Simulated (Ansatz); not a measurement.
A geometry of TiAl away from equilibrium: step 3 of the relaxation of a relaxed TiAl cell displaced along its unstable phonon at q = (½, 0, 0) of its primitive reciprocal cell (133i cm⁻¹), largest move 0.15 Å. These are PBE (plane waves to 420 eV, PAW, scalar-relativistic; Ansatz, an electronic-structure program) values and carry that method's errors. Γ-centred k-mesh 4×8×6 on the run's cell (coarser than for final values), Fermi–Dirac smearing 0.05 eV. The plane waves were selected for a different cell earlier on the path.

```xyz
8
Lattice="8.9764 0.1204 0.0000 -2.1920 3.7966 0.0000 0.0000 0.0000 5.2352" Properties=species:S:1:pos:R:3 pbc="T T T"
Ti     2.2031     1.2719     1.8495
Ti     6.6913     1.3321     0.7681
Ti     0.0931     2.5849     3.3857
Ti     4.5813     2.6450     4.4671
Al     2.2526     1.3005     4.4454
Al     6.7408     1.3607     3.4074
Al     0.0436     2.5563     0.7898
Al     4.5318     2.6165     1.8278
```

What forces act on the atoms (eV/Å)?


| atom | Fx | Fy | Fz |
|---|---|---|---|
| Ti1 | 0.01 | 0.01 | 0.06 |
| Ti2 | 0.01 | 0.01 | -0.06 |
| Ti3 | -0.01 | -0.01 | -0.06 |
| Ti4 | -0.01 | -0.01 | 0.06 |
| Al5 | -0.19 | -0.11 | 0.23 |
| Al6 | -0.19 | -0.11 | -0.23 |
| Al7 | 0.19 | 0.11 | -0.23 |
| Al8 | 0.19 | 0.11 | 0.23 |

The path ends in Pnma (No. 62). No spin polarisation in the result.

The run could not lose the symmetry of its start, so the end can be a saddle point.

The end of the path is a generated cell of TiAl: the first start was made by placing the elements on the sites of a structure type, and the end was not matched to a known phase here, so it may be hypothetical. Known forms of TiAl include space group No. 123.
